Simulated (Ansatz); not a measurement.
# Ga, first-principles data

Ga:
```xyz
4
Lattice="3.7693 -2.2557 0.0000 3.7693 2.2557 0.0000 0.0000 0.0000 4.5030" Properties=species:S:1:pos:R:3 pbc="T T T"
Ga     4.9948    -1.4829     1.1258
Ga     2.5438     1.4829     3.3773
Ga     4.9948     1.4829     3.3773
Ga     2.5438    -1.4829     1.1258
```

Space group Cmcm (No. 63); conventional cell a = 7.5386 Å, b = 4.5115 Å, c = 4.5030 Å, α = β = γ = 90.00°.

Method: LDA (plane waves, PAW; program Ansatz). Geometry: relaxed at this level of theory. Other levels are named where they apply.

### Cell and energy

* **Volume per atom**: 19.14 Å³
* **Density**: 6.05 g/cm³

### Electronic structure

- Electronic character = metallic (no gap)
- Density of states at the Fermi level = 0.17 states/eV per atom (mean over ±0.08 eV)

The workflow started from a Materials Project entry (that database holds measured and hypothetical structures alike); the Crystallography Open Database files this formula in space group No. 63, but the cells were not matched. It is not the phase usual at ambient conditions (space group No. 64). Symmetry was held in the LDA relaxation; its stability against distortions is not shown here. Axis ratios of metals converge slowly with the k-mesh, so a and c are less sure than the volume. Scalar-relativistic: spin–orbit coupling is off unless named, which matters more the heavier the elements.

Potentials: the later of the program's two PAW sets.
